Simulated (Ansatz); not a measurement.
Space group I4/mcm (No. 140). a = 9.604 Å, b = 9.604 Å, c = 4.871 Å, α = 90.00°, β = 90.00°, γ = 90.00°
```csv
atom,site,symmetry,x,y,z
Si,4a,422,0.0000,0.0000,0.7500
Si,8h,m.2m,0.1675,0.6675,0.5000
Mo,4b,-42m,0.0000,0.5000,0.7500
Mo,16k,m..,0.0766,0.2243,0.5000
```

Equation of state of this Si$_{3}$Mo$_{5}$ structure (not necessarily the ground state), with shape and atoms relaxed at each volume where symmetry leaves them free. It has no gap at any of these volumes. These are results of DFT PBEsol, scalar-relativistic, plane waves, PAW (Ansatz), not measurements.

Cutoff 420 eV; k points 8×8×8 on the computed 16-atom cell (Γ-centred); Gaussian smearing, width 0.10 eV; no spin polarisation.

```csv
V (Å³/atom),E − E(largest V) (meV/atom),P (GPa)
12.355,107.59,43.12
12.777,12.48,29.63
13.198,-49.84,18.14
13.619,-84.24,8.34
14.040,-94.86,0.00
14.461,-85.20,-7.11
14.883,-58.30,-13.15
15.444,0.00,-19.81
```

Question: Fit a third-order Birch–Murnaghan equation to E(V).

Answer: V0 = 14.04 Å³/atom, B0 = 256 GPa, B0' = 4.3.

Cost: 8 runs of about 71 core-minutes in all, on Intel Xeon Platinum 8259CL (Skylake/Cascade Lake) (shared hosts).